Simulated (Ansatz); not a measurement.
Start of a relaxation of Nb3C2:

```
CELL_PARAMETERS angstrom
3.43203 0.00000 0.00000
-1.71601 2.97222 0.00000
0.00000 0.00000 11.77172
ATOMIC_POSITIONS crystal
Nb 0.33333 0.66667 0.07849
Nb 0.66667 0.33333 0.57849
Nb 0.66667 0.33333 0.92151
Nb 0.33333 0.66667 0.42151
Nb 0.00000 0.00000 0.25000
Nb 0.00000 0.00000 0.75000
C 0.00000 0.00000 0.00000
C 0.00000 0.00000 0.50000
C 0.33333 0.66667 0.25000
C 0.66667 0.33333 0.75000
```

All numbers below come from DFT PBE, scalar-relativistic, plane waves, PAW (Ansatz 0.2.0). Cutoff 420 eV, Gaussian smearing, Γ-centred meshes. Cell and atoms relax first on a coarse mesh and then on a finer one. In between, the cell is made exact in the group found at 0.06 Å. In metals the finer mesh still leaves noise of several meV/atom or more. The steps can't lower the symmetry of their start. No spin polarisation in the relaxation; trial moments died out in a coarse test.

A guess keeps its type if space group and coordination stay and the shape of the cell changes little (axis ratios within about 15 %, angles within 6°); the volume may change.

Question: Does this structure survive the relaxation?

Answer: It keeps its type. The symmetry stays P6_3/mmc (No. 194). The volume per atom grows by 17.0 %, from 12.0 to 14.0 Å³. The shortest distance goes from 1.98 Å (Nb–C) to 2.03 Å (Nb–C). The ratio c/a of the conventional cell changes by a factor of 1.09. Counting neighbours within 15 % of an atom's shortest distance, the start has C 5/6, Nb 3/4 and the end C 5/6, Nb 3/4.

The last run used a 12×12×4 mesh (in the run's order of axes) for its 10-atom cell and Gaussian smearing of 0.10 eV. Symmetry constrained the relaxation, so the result can be a saddle point. Another cell of Nb3C2 relaxed alike, in Cmmm, lies 244 meV/atom lower, so this cell isn't the stable form at this level.

In counts of neighbours, a slash parts the counts of unlike sites.
